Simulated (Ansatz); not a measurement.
Computed with DFT PBEsol, scalar-relativistic, plane waves, PAW (Ansatz 0.2.0).

Structure of TiB:

```
Ti B
1.0
     6.05863    0.00000    0.00000
     0.00000    3.03300    0.00000
     0.00000    0.00000    4.52676
Ti B
4 4
Direct
  0.17739 0.25000 0.12201
  0.82261 0.75000 0.87799
  0.32261 0.75000 0.62201
  0.67739 0.25000 0.37799
  0.03019 0.25000 0.60008
  0.96981 0.75000 0.39992
  0.46981 0.75000 0.10008
  0.53019 0.25000 0.89992
```

Plane waves to 420 eV, a k mesh through Γ of 6×12×8 on the computed 8-atom cell and Gaussian smearing (0.10 eV); no spin polarisation.

Levels along Γ–X–S–Y–Γ–Z–U–R–T–Z | X–U | Y–T | S–R, in eV from the Fermi level, sorted by energy at each point. Points in fractions of the primitive reciprocal vectors: Γ (0.000 0.000 0.000), X (0.500 0.000 0.000), S (0.500 0.500 0.000), Y (0.000 0.500 0.000), Z (0.000 0.000 0.500), U (0.500 0.000 0.500), R (0.500 0.500 0.500), T (0.000 0.500 0.500).
```
point k (1/Å, with 2π) band 27  band 28  band 29  band 30  band 31  band 32  band 33
    Γ             0.000    -0.97    -0.64     0.63     0.82     0.95     1.26     1.53
    -             0.074    -1.00    -0.65     0.62     0.84     0.93     1.14     1.65
    -             0.148    -1.09    -0.69     0.58     0.89     0.91     0.96     1.73
    -             0.222    -1.22    -0.74     0.54     0.80     0.84     0.98     1.76
    -             0.296    -1.29    -0.82     0.49     0.67     0.80     1.00     1.78
    -             0.370    -1.25    -0.92     0.47     0.58     0.78     0.96     1.77
    -             0.445    -1.19    -1.02     0.46     0.51     0.80     0.90     1.77
    X             0.518    -1.12    -1.12     0.48     0.48     0.83     0.83     1.78
    -             0.666    -1.11    -1.11     0.43     0.43     0.72     0.72     1.85
    -             0.815    -1.15    -1.15     0.23     0.23     0.45     0.45     2.04
    -             0.962    -1.15    -1.15    -0.12    -0.12     0.13     0.13     2.32
    -             1.110    -1.17    -1.17    -0.48    -0.48    -0.17    -0.17     2.65
    -             1.258    -1.36    -1.36    -0.70    -0.70    -0.40    -0.40     2.95
    -             1.406    -1.66    -1.66    -0.76    -0.76    -0.57    -0.57     3.20
    S             1.554    -1.94    -1.94    -0.70    -0.70    -0.70    -0.70     3.37
    -             1.628    -1.94    -1.94    -0.76    -0.76    -0.64    -0.64     3.31
    -             1.702    -1.94    -1.94    -0.80    -0.80    -0.57    -0.57     3.24
    -             1.777    -1.94    -1.94    -0.82    -0.82    -0.50    -0.50     3.18
    -             1.851    -1.94    -1.94    -0.84    -0.84    -0.43    -0.43     3.13
    -             1.925    -1.94    -1.94    -0.84    -0.84    -0.38    -0.38     3.10
    -             1.999    -1.93    -1.93    -0.84    -0.84    -0.34    -0.34     3.08
    Y             2.073    -1.93    -1.93    -0.84    -0.84    -0.33    -0.33     3.07
    -             2.221    -1.61    -1.57    -1.08    -0.60    -0.38    -0.30     2.85
    -             2.369    -1.36    -1.30    -0.99    -0.41    -0.37    -0.22     2.63
    -             2.517    -1.50    -0.90    -0.51    -0.22    -0.19    -0.06     2.32
    -             2.665    -1.38    -0.38    -0.12     0.00     0.15     0.17     1.90
    -             2.813    -1.01    -0.24     0.12     0.45     0.46     0.60     1.69
    -             2.961    -0.74    -0.58     0.49     0.73     0.76     1.09     1.46
    Γ             3.109    -0.97    -0.64     0.63     0.82     0.95     1.26     1.53
    -             3.208    -1.03    -0.65     0.55     0.85     0.99     1.29     1.51
    -             3.307    -1.17    -0.68     0.36     0.93     1.11     1.30     1.52
    -             3.406    -1.18    -0.75     0.12     1.02     1.15     1.32     1.60
    -             3.505    -1.17    -0.77    -0.14     0.87     1.15     1.59     1.72
    -             3.604    -1.24    -0.62    -0.40     0.55     1.29     1.87     1.89
    -             3.704    -1.13    -0.66    -0.37     0.23     1.47     1.82     2.01
    Z             3.803    -0.91    -0.91    -0.08    -0.08     1.65     1.65     2.12
    -             3.877    -0.93    -0.93    -0.06    -0.06     1.61     1.61     2.12
    -             3.951    -0.99    -0.99    -0.01    -0.01     1.51     1.51     2.10
    -             4.025    -1.06    -1.06     0.06     0.06     1.39     1.39     2.07
    -             4.099    -1.12    -1.12     0.14     0.14     1.28     1.28     2.04
    -             4.173    -1.17    -1.17     0.21     0.21     1.18     1.18     2.02
    -             4.247    -1.19    -1.19     0.26     0.26     1.12     1.12     2.01
    U             4.321    -1.20    -1.20     0.28     0.28     1.10     1.10     2.01
    -             4.469    -1.21    -1.21     0.41     0.41     0.94     0.94     1.93
    -             4.617    -1.25    -1.25     0.53     0.53     0.56     0.56     1.82
    -             4.765    -1.26    -1.26     0.04     0.04     0.45     0.45     1.86
    -             4.913    -1.16    -1.16    -0.41    -0.41     0.19     0.19     1.97
    -             5.061    -1.18    -1.18    -0.62    -0.62    -0.09    -0.09     2.13
    -             5.209    -1.43    -1.43    -0.57    -0.57    -0.30    -0.30     2.33
    R             5.357    -1.68    -1.68    -0.46    -0.46    -0.46    -0.46     2.56
    -             5.431    -1.60    -1.60    -0.44    -0.44    -0.42    -0.42     2.36
    -             5.505    -1.51    -1.51    -0.39    -0.39    -0.32    -0.32     2.10
    -             5.579    -1.44    -1.44    -0.29    -0.29    -0.16    -0.16     1.82
    -             5.653    -1.39    -1.39    -0.18    -0.18     0.04     0.04     1.54
    -             5.727    -1.35    -1.35    -0.06    -0.06     0.28     0.28     1.31
    -             5.801    -1.33    -1.33     0.03     0.03     0.50     0.50     1.14
    T             5.875    -1.32    -1.32     0.07     0.07     0.61     0.61     1.07
    -             6.024    -1.26    -1.26     0.06     0.06     0.49     0.49     0.99
    -             6.171    -1.10    -1.10    -0.16    -0.16     0.47     0.47     1.11
    -             6.319    -0.89    -0.89    -0.49    -0.49     0.70     0.70     1.34
    -             6.467    -0.88    -0.88    -0.52    -0.52     1.06     1.06     1.60
    -             6.615    -0.96    -0.96    -0.30    -0.30     1.48     1.48     1.77
    -             6.763    -0.92    -0.92    -0.14    -0.14     1.67     1.67     1.96
    Z             6.911    -0.91    -0.91    -0.08    -0.08     1.65     1.65     2.12
    X             6.911    -1.12    -1.12     0.48     0.48     0.83     0.83     1.78
    -             7.011    -1.10    -1.10     0.46     0.46     0.87     0.87     1.81
    -             7.110    -1.07    -1.07     0.44     0.44     0.97     0.97     1.87
    -             7.209    -1.08    -1.08     0.43     0.43     1.09     1.09     1.94
    -             7.308    -1.14    -1.14     0.42     0.42     1.15     1.15     1.96
    -             7.407    -1.18    -1.18     0.37     0.37     1.15     1.15     1.97
    -             7.506    -1.20    -1.20     0.31     0.31     1.11     1.11     1.99
    U             7.605    -1.20    -1.20     0.28     0.28     1.10     1.10     2.01
    Y             7.605    -1.93    -1.93    -0.84    -0.84    -0.33    -0.33     3.07
    -             7.705    -1.88    -1.88    -0.79    -0.79    -0.34    -0.34     2.91
    -             7.804    -1.76    -1.76    -0.63    -0.63    -0.34    -0.34     2.57
    -             7.903    -1.59    -1.59    -0.40    -0.40    -0.32    -0.32     2.16
    -             8.002    -1.43    -1.43    -0.30    -0.30    -0.09    -0.09     1.73
    -             8.101    -1.32    -1.32    -0.19    -0.19     0.24     0.24     1.32
    -             8.200    -1.30    -1.30    -0.03    -0.03     0.55     0.55     1.03
    T             8.299    -1.32    -1.32     0.07     0.07     0.61     0.61     1.07
    S             8.299    -1.94    -1.94    -0.70    -0.70    -0.70    -0.70     3.37
    -             8.399    -1.92    -1.92    -0.70    -0.70    -0.70    -0.70     3.32
    -             8.498    -1.85    -1.85    -0.68    -0.68    -0.68    -0.68     3.20
    -             8.597    -1.79    -1.79    -0.65    -0.65    -0.65    -0.65     3.03
    -             8.696    -1.74    -1.74    -0.59    -0.59    -0.59    -0.59     2.85
    -             8.795    -1.70    -1.70    -0.53    -0.53    -0.53    -0.53     2.70
    -             8.894    -1.69    -1.69    -0.48    -0.48    -0.48    -0.48     2.60
    R             8.993    -1.68    -1.68    -0.46    -0.46    -0.46    -0.46     2.56
```